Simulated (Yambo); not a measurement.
**How GW settings move the gap: SrCd$_{2}$P$_{2}$**

G0W0@LDA for SrCd₂P₂ (space group P-3m1, No. 164) in Yambo. Reference settings: 3×3×2 Γ-centred k mesh, bands 9 to 230 and a 8 Ry block in the screening, 230 bands in G with the Bruneval-Gonze terminator, plasmon pole fitted at 27.2 eV. The LDA gap Γ → Γ on this mesh is 0.54 eV; G0W0 gaps are taken between the same points.

| change from the reference | G0W0 gap Γ → Γ (eV) | shift of the valence edge (eV) | rough Yambo cost |
|---|---|---|---|
| reference settings | 1.31 | -0.57 | 1 |
| 59 bands in W, 59 bands in G | 1.39 | -0.05 | about 1/4 |
| 90 bands in W, 90 bands in G | 1.34 | -0.29 | about 1/3 |
| wavefunctions cut at 10 Ry | 1.18 | -0.33 | about 1/3 |
| wavefunctions cut at 50 Ry | 1.31 | -0.57 | within a factor of two |
| 59 bands in W, 59 bands in G, 3 Ry block | 1.32 | 0.07 | about 1/6 |
| 59 bands in W, 59 bands in G, 5 Ry block | 1.38 | -0.01 | about 1/5 |
| 59 bands in W, 59 bands in G, 6 Ry block | 1.39 | -0.04 | about 1/5 |
| 90 bands in W, 90 bands in G, 5 Ry block | 1.33 | -0.23 | about 1/4 |
| 130 bands in W, 130 bands in G, 2 Ry block | 1.12 | -0.06 | about 1/3 |
| 180 bands in W, 180 bands in G, 2 Ry block | 1.10 | -0.08 | within a factor of two |
| 3 Ry block | 1.16 | -0.24 | within a factor of two |
| 90 bands in W, 90 bands in G, no terminator | 1.29 | -0.04 | about 1/3 |
| 130 bands in W, 130 bands in G, 3 Ry block, no terminator | 1.17 | -0.10 | about 1/3 |
| 130 bands in W, 130 bands in G, no terminator | 1.27 | -0.24 | within a factor of two |

The reference isn't shown to be the converged limit. Costs are rough (shared machines), scaled to the same edge states, and given only for runs that recompute the screening.

Spin-orbit splittings are left out.

Geometry of the Materials Project entry, not relaxed at this level; primitive cell a = 4.360 Å, b = 4.360 Å, c = 7.312 Å, α = 90.00°, β = 90.00°, γ = 120.00°.

The structure is a Materials Project entry; no match was found in the copy of COD used, and its stability was not checked.

A shift is the quasiparticle energy of the state minus its LDA energy.
